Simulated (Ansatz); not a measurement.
Consider the following.

B₂CO:
```xyz
4
Lattice="2.6482 0.0000 0.0000 0.0000 2.6482 0.0000 0.0000 0.0000 3.6609" Properties=species:S:1:pos:R:3 pbc="T T T"
B      0.0000     1.3241     0.8345
B      1.3241     0.0000     2.8265
C      0.0000     0.0000     0.0000
O      1.3241     1.3241     1.8305
```

This is the r²SCAN-relaxed structure. Cartesian axes are those of the cell as given.

All from DFT-r²SCAN in the program Ansatz with PAW potentials, unless another level is named. Give the formation energy from the elements (no fitted shifts).

-0.93 eV/atom.

What about the hole effective mass, band 1 of 2 at the edge?

20 along x, 0.72 along z (mₑ).

And the electron effective mass?

0.33, 0.33, 0.35 mₑ (principal values).

Next, the weight of the valence-edge state by species (Voronoi cells)?

C 49 %, B 32 %, O 19 %.

Predict the weight of the conduction-edge state by species (Voronoi cells).

B 71 %, O 15 %, C 14 %.

Next, the conduction-band minimum?

at M.

Space group P-4m2. The start of the workflow was typed in or built on a structure type; neither database checked (COD, Materials Project) lists it. Whether it is the stable phase at ambient conditions was not checked. The r²SCAN relaxation kept the symmetry of its start; its stability against distortions is not shown here. The references are the lowest solids computed at this level, not always the standard phases (solids in place of the gases).

Potentials: the earlier of the program's two PAW sets.

Edges and masses are those of Kohn–Sham bands, whose gap is no quasiparticle gap.
